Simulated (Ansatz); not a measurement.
YCo$_{2}$Si$_{2}$ in space group I4/mmm (No. 139; Y on 2a, Co on 4d, Si on 4e), plane-wave PAW PBE (Ansatz code), all energies at zero smearing, with the estimated change up to a 700 eV cutoff added, with one set of potentials and settings (totals compare only within such a set). Cell of 5 atoms (1 Y, 2 Co, 2 Si): -15376.791 eV.

| element | reference phase | E (eV/atom) |
|---|---|---|
| Y | P6_3/mmc, 2 atoms in the cell | -3848.6897 |
| Co | P6_3/mmc, 2 atoms in the cell, spin-polarised | -5126.1613 |
| Si | Fd-3m, 2 atoms in the cell | -635.8114 |

Formation energy per atom, worked out: (-15376.791 − 1×(-3848.6897) − 2×(-5126.1613) − 2×(-635.8114))/5 = -0.831 eV/atom (-80 kJ per mol of atoms), at 0 K, without zero-point energy or fitted corrections.

The workflow started from a Materials Project entry (that database holds measured and hypothetical structures alike); the Crystallography Open Database copy checked does not list it. Its standing as an ambient phase is unchecked. The PBE relaxation kept the symmetry of its start; whether a distortion lowers the energy is not shown. No spin polarisation was allowed. The references are the lowest solids computed at this level, not always the standard phases.

Potentials: the earlier of the program's two PAW sets.
